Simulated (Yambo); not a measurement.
GaAlP2 (space group P-4m2, No. 115); a = 3.828 Å, b = 3.828 Å, c = 5.399 Å, α = 90.00°, β = 90.00°, γ = 90.00°. With the G0W0 scissor the direct gap on the mesh is 2.37 eV. Axes are Cartesian, with cell vectors (Å) (3.83, 0.00, 0.00), (0.00, 3.83, 0.00), (0.00, 0.00, 5.40).

### Question
Can the lowest exciton of this BSE run be trusted, and with what binding energy? (Yambo, LDA bands; 8×8×6 mesh, 6 valence and 6 conduction bands, static screening with 43 bands and a 4 Ry block, scissor 0.88 eV, Tamm-Dancoff.)

### Answer
No. The lowest state covers only about 1 of the 384 k points, so the mesh doesn't resolve it: its energy and its distance from the direct gap are mesh artefacts. An extended exciton needs a far denser mesh. The scissor comes from a G0W0 run whose convergence isn't established. Spin-orbit splittings are left out.

The standard potential for Ga keeps a d shell in the valence without the s and p states of that shell. In tests on such compounds this moved G0W0 gaps by up to about 0.9 eV, so absolute quasiparticle energies here are unreliable; differences between settings are what counts.

Geometry relaxed with LDA.

The structure is a Materials Project entry; no match was found in the copy of COD used, and its stability was not checked.
